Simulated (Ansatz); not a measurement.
Ge2Sb2Te5:
Space group R-3m, hexagonal axes (No. 166); a = b = 4.2404 Å, c = 52.5765 Å, α = β = 90.00°, γ = 120.00°

```json
[
 {"atom": "Te", "site": "3a", "symmetry": "-3m", "x": "0.0000", "y": "0.0000", "z": "0.0000"},
 {"atom": "Ge", "site": "6c", "symmetry": "3m", "x": "0.0000", "y": "0.0000", "z": "0.3007"},
 {"atom": "Te", "site": "6c", "symmetry": "3m", "x": "0.0000", "y": "0.0000", "z": "0.3978"},
 {"atom": "Sb", "site": "6c", "symmetry": "3m", "x": "0.0000", "y": "0.0000", "z": "0.1030"},
 {"atom": "Te", "site": "6c", "symmetry": "3m", "x": "0.0000", "y": "0.0000", "z": "0.1979"}
]
```
(The calculation used a cell of 9 atoms; values per cell refer to that cell.)

Relaxed with r²SCAN+D4.

### Question
Tabulate the valence density and the electron localisation function along the shortest Ge–Te contact (2.97 Å), DFT-r²SCAN+D4 in the program Ansatz with PAW potentials.

### Answer


| distance from Ge (Å) | density (e/Å³) | ELF |
|---|---|---|
| 0.30 | 20.82 | 0.02 |
| 0.44 | 7.07 | 0.09 |
| 0.59 | 2.28 | 0.25 |
| 0.74 | 0.97 | 0.39 |
| 0.89 | 0.53 | 0.43 |
| 1.04 | 0.37 | 0.45 |
| 1.19 | 0.29 | 0.49 |
| 1.33 | 0.26 | 0.52 |
| 1.48 | 0.28 | 0.58 |
| 1.63 | 0.33 | 0.65 |
| 1.78 | 0.42 | 0.65 |
| 1.93 | 0.58 | 0.57 |
| 2.08 | 0.82 | 0.50 |
| 2.22 | 1.69 | 0.40 |
| 2.37 | 4.08 | 0.22 |
| 2.52 | 8.03 | 0.06 |
| 2.67 | 12.55 | 0.01 |

The density is the valence pseudo-density with augmentation charge, so density and ELF within about 1 Å of a nucleus are not all-electron values.

The start of the workflow was typed in or built on a structure type; neither database checked (COD, Materials Project) lists it. It is not the phase usual at ambient conditions (space group No. 164). The cell was relaxed with r²SCAN+D4 under the symmetry of its start; whether a distortion lowers the energy is not shown. Scalar-relativistic: spin–orbit coupling is off unless named, which matters more the heavier the elements.

Potentials: the later of the program's two PAW sets.
